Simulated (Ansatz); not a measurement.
**CuI, first-principles data**

CuI:
```
CuI
1.0
    4.02894     0.00000     0.00000
    0.00000     4.02894     0.00000
    0.00000     0.00000     7.48521
Cu I
2 2
Cartesian
  0.00000   2.01447   0.00000
  2.01447   0.00000   3.74260
  0.00000   0.00000   1.87130
  0.00000   0.00000   5.61391
```

Space group P4_2/mmc (No. 131); conventional cell a = 4.0289 Å, b = 4.0289 Å, c = 7.4852 Å, α = 90.00°, β = 90.00°, γ = 90.00°.

Method: the program Ansatz at the PBE level (PAW). Structure relaxed to zero pressure with the same functional. Other levels are named where they apply.

Cell and energy:

```json
{
 "volume_per_atom": "30.38 Å³",
 "density": "5.21 g/cm³",
 "Formation energy from the elements (no fitted shifts)": "0.15 eV/atom"
}
```

Electronic structure:

```json
{
  "electronic_character": "metallic (no gap)",
  "Density of states at the Fermi level": "0.06 states/eV per atom (mean over ±0.08 eV)"
}
```

Mechanics:

```json
{
  "Bulk modulus (Birch–Murnaghan fit)": "28.3 GPa",
  "Pressure derivative B′": "4.4"
}
```

A made-up cell: these elements were put on the sites of a structure type; neither database checked (COD, Materials Project) lists it. It is not the phase usual at ambient conditions (space group No. 216). Symmetry was held in the PBE relaxation; whether a distortion lowers the energy is not shown. No spin polarisation was allowed. The references are the lowest solids computed at this level, not always the standard phases. Spin–orbit coupling is left out wherever it is not named.

Potentials: the later of the program's two PAW sets.
